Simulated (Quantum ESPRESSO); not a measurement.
# How field gradients follow strain in Al2O3 (R-3c)

```yaml
crystal:
  lattice:
    - [2.40251, 1.38709, 4.37208]
    - [-2.40251, 1.38709, 4.37208]
    - [0.00000, -2.77419, 4.37208]
  atoms:
    - { symbol: Al, position: [0.14800, 0.14800, 0.14800] }
    - { symbol: Al, position: [0.85200, 0.85200, 0.85200] }
    - { symbol: Al, position: [0.35200, 0.35200, 0.35200] }
    - { symbol: Al, position: [0.64800, 0.64800, 0.64800] }
    - { symbol: O, position: [0.94404, 0.55596, 0.25000] }
    - { symbol: O, position: [0.05596, 0.44404, 0.75000] }
    - { symbol: O, position: [0.25000, 0.94404, 0.55596] }
    - { symbol: O, position: [0.75000, 0.05596, 0.44404] }
    - { symbol: O, position: [0.55596, 0.25000, 0.94404] }
    - { symbol: O, position: [0.44404, 0.75000, 0.05596] }
```
The cell was made here from a computed Materials Project entry: atoms relaxed in the unchanged cell (PBE without dispersion, pw.x of a modified build of Quantum ESPRESSO, symmetry kept). The parent is Al2O3 in R-3c. Stability against distortions was not tested.

The last row's change in full: strained by +2 % along the unique axis and by -1 % across it, atoms relaxed (PBE, pw.x of Quantum ESPRESSO); the other rows go along the same path.

Method: field gradients by a PBE PAW density (pw.x of Quantum ESPRESSO, JTH datasets) with the all-electron reconstruction of Petrilli and co-workers, 22.5 Ha, k-mesh 6×6×6 through Γ. Values are those of the named site's first atom. Cores are frozen. Against all-electron runs on small test molecules, this scheme's |Vzz| missed by −7 % on Al, −2 to +6 % on O. Static lattice: thermal averaging is not included.

| axial strain (%) | Vzz Al (a.u.) | Vzz O (a.u.) |
|---|---|---|
| -2 | 0.072 | -0.400 |
| 0 | 0.056 | -0.404 |
| +2 | 0.039 | -0.416 |
